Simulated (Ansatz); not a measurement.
# Does relaxation matter for the field gradients of SiO₂?

Start: a structure deposited in the COD.

Space group P4_12_12 (No. 92); a = 4.6820, c = 6.3110 Å.

| site | Wyckoff | site symmetry | x | y | z |
| --- | --- | --- | --- | --- | --- |
| Si | 4a | ..2 | 0.3316 | 0.3316 | 0.0000 |
| O | 8b | 1 | 0.2297 | 0.1648 | 0.2119 |

One atom of each set is listed.

Method: Kohn–Sham DFT in Ansatz, PBE, plane waves and PAW (field gradients read without the response of the frozen cores, which leaves them typically 4 to 6 % off), scalar-relativistic, 420 eV cutoff, Γ-centred 5×5×4 k-points, Fermi–Dirac smearing 0.02 eV.

The largest force at the start is 0.45 eV/Å. Relaxing the ions at fixed cell moves them by 0.040 Å at most (atom 12, O) and 0.033 Å rms.

| site | moved (Å) | first shell before | first shell after | V_zz before (10²¹ V/m²) | η before |
| --- | --- | --- | --- | --- | --- |
| Si | 0.013 | 4 O at 1.60–1.62 Å | 4 O at 1.62 Å | -1.03 | 0.23 |
| O | 0.040 | 2 Si at 1.60–1.62 Å, angle 130° | 2 Si at 1.62 Å, angle 129° | 8.34 | 0.41 |

Task: How do the gradients change?

Result: 

```
site  V_zz after  η after  change of V_zz
  Si       -0.70     0.53           +0.33
   O        8.55     0.40           +0.21
```

The largest change of V_zz is on Si, from -1.03 to -0.70. In per cent, |V_zz| changes by -32 on Si, +2 on O (all sites that start above 0.5). Where |V_zz| stays above 0.1, η moves most on Si, from 0.23 to 0.53.

The cell is 19 % smaller than that of α-cristobalite at ambient conditions, so the entry probably stands for a crystal under pressure.
Before: At this cell the PBE pressure is 12 GPa, so with PBE the cell would grow if it were relaxed. The entry's cell may itself be off.
After: At this cell the PBE pressure is 8 GPa, so with PBE the cell would grow if it were relaxed.
